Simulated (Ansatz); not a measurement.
Ca:
```
Ca
1.0
    3.35707     0.00000     0.00000
    0.00000     3.35707     0.00000
    0.00000     0.00000     3.35707
Ca
1
Direct
  0.00000   0.00000   0.00000
```

Relaxed with LDA. Special points in fractions of this cell's reciprocal vectors: Γ (0.000, 0.000, 0.000); X (0.000, 0.500, 0.000); M (0.500, 0.500, 0.000); R (0.500, 0.500, 0.500).

List the band energies nearest the Fermi level at these points for DFT-LDA in the program Ansatz with PAW potentials.

In eV from the Fermi level; about four levels below and three above (degenerate sets whole), none deeper than 8.9 eV; points with the same levels are listed once.

```csv
k,below,above
Γ,-4.00,0.71 0.71 4.48 4.48 4.48
X,-1.17 -0.33,1.27 3.04 3.04
M,-0.57,0.96 2.82 2.82
R,–,0.58 0.58 0.58
```

Space group Pm-3m (simple cubic). This is a known high-pressure phase of the composition, computed here at zero pressure and temperature. The cell was relaxed with LDA under the symmetry of its start. At this level the phase is mechanically unstable.

Potentials: the earlier of the program's two PAW sets. The files were generated under PBE; for other functionals the program regenerates the frozen cores, and for LDA and PBEsol the local potential too.
